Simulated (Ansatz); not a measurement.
InAs in the zincblende structure: a single-point calculation in Ansatz (HSE06). The cell was relaxed with r2SCAN and then strained (isotropic +1.5 % on every length), with the atoms relaxed again with r2SCAN; k points keep the names of the unstrained zone.

```yaml
crystal:
  lattice:
    - [0.0, 3.1004093258, 3.1004093258]
    - [3.1004093258, 0.0, 3.1004093258]
    - [3.1004093258, 3.1004093258, 0.0]
  atoms:
    - { symbol: In, position: [0.0, 0.0, 0.0] }
    - { symbol: As, position: [0.25, 0.25, 0.25] }
kpoints:
  mp_grid: { grid: [6, 6, 6] }
  band_path:
    path:
      - [0.0, 0.0, 0.0]
      - [-0.5, -0.5, 0.0]
      - [-0.375, -0.375, 0.25]
      - [-0.375, 0.0, 0.375]
      - [0.0, 0.0, 0.5]
      - [-0.5, -0.25, 0.25]
    npoints: 1
hamiltonian:
  xc: hse06
scf:
  occupations: { method: fermi_dirac, width: 0.02 }
  n_extra_bands: 4
output:
  forces: true
  stress: true
  eigenvalues: true
```

The output follows, shortened, with numbered blanks.
```
scf.n_extra_bands = 4 over 14 filled bands (N_el = 28.0): the run solves 18 bands
Pseudopotential: In, paw, valence charge 13, recommended cutoff 420 eV (normal)
Pseudopotential: As, paw, valence charge 15, recommended cutoff 420 eV (normal)
Functional definition: HSE06
Crystal: 2 atoms, lattice volume = 59.606 Å³
Basis set: ecut = 420 eV, 1211 PW (Γ)
Symmetry: 24 space group operations
Space group: F-43m (ITA 216)
k-points: 16 of 216 (time reversal used)
Exchange kernel: α = 0.2500, screened, ω = 0.2079 Å⁻¹, Wigner–Seitz truncation, v(0) = 1046.8629 eV·Å³, q-mesh 6×6×6
hybrid outer 1: dexx = +9.788e-3 eV, tail = 5.95e-5 eV
hybrid outer 2: dexx = +1.314e-6 eV, tail = 4.64e-8 eV, Δε = 7.14e-3 eV
hybrid SCF converged: 2 outer / 11 inner (+8 warm-up)
Free energy (F): -10459.632284 eV
Internal energy: -10459.632083 eV  (E = F + TS)
E sigma→0 (E₀):  -10459.632184 eV
Entropy (-TS):   -0.000201 eV (-0.100 meV/atom)
[1]
--- Per-component energies (eV) ---
  E_band       = -401.520732
  E_kinetic    = 344.302284
  E_local      = -3377.053014
  E_nonlocal   = -303.636606
  E_hartree    = 1627.002011
  E_xc         = -233.950058
  E_vxc        = -141.780001
  E_exx        = -93.380671
  E_paw        = -5962.056904
  E_vpaw       = 9.402146
  E_ewald      = -2460.610146
  E_core_change = -0.249015
  E_smearing   = -0.000201
--- Forces (eV/Å), atoms counted from 1 ---
  atom   1  In      0.00000      0.00000      0.00000
  atom   2  As      0.00000      0.00000      0.00000
--- Stress (GPa, compression-positive) ---
       -2.357920       0.000000       0.000000
        0.000000      -2.357920       0.000000
        0.000000       0.000000      -2.357920
  P = ⅓ Tr σ = -2.3579 GPa (-23.579 kbar)
--- Band table (eV; the first three rows and the last of 16) ---
[2]
```

The rows of the band table are 0: (0, 0, 0) = Γ, 1: (0, 0, 1/6), 2: (0, 0, 1/3), 15: (1/6, -1/2, -1/3).

Question: What stood in the gaps? They hold the Fermi energy and the band table.

Answer:
```
[1]
Fermi energy:    6.559815 eV
[2]
  k-point 0: bands = […, -9.4621, -9.4621, -6.0316, 6.5027, 6.5027, 6.5027, 6.5926, 11.1092, 11.1092, 11.1092]
  k-point 1: bands = […, -9.4621, -9.4621, -5.7629, 3.9720, 6.2051, 6.2051, 8.1444, 11.4254, 11.5461, 11.5461]
  k-point 2: bands = […, -9.4597, -9.4597, -5.0973, 1.6594, 5.7343, 5.7343, 8.1006, 11.9216, 11.9216, 13.2704]
  k-point 15: bands = […, -9.4785, -9.4525, -4.0994, 0.6112, 3.7508, 3.8425, 10.2345, 10.5327, 13.5960, 14.1577]
```
Only the leading digits can be foreseen; the rest is this run's record.

With HSE06 the gap is 0.09 eV and direct, at Γ. The gap is the least over the mesh and the extra points. The mean pressure is -2.4 GPa (compression positive), so HSE06 would shrink the cell's volume. The stress of a hybrid is loosely converged here.

Command: `ansatz run input.yaml --threads 4 --pin off --max-ram 4608MiB --backend cpu --events-out ev --progress --plain --runs-dir out`. Wall time 2.3 min on 4 threads of Intel(R) Xeon(R) Processor @ 2.50GHz (Skylake/Cascade Lake) (shared host), load about 0.9 per core; peak host memory 2 GiB.

Spin-unpolarised throughout; all numbers are computed.

No spin-orbit coupling is included; it can move band edges with weight on the heavy atoms by tenths of an eV.

Gaps or overlaps of about a tenth of an eV are at the limit of these meshes: between the points read a gap can be smaller or closed.

The meshes of the hybrids are coarse, so their gaps aren't converged to the digits shown.
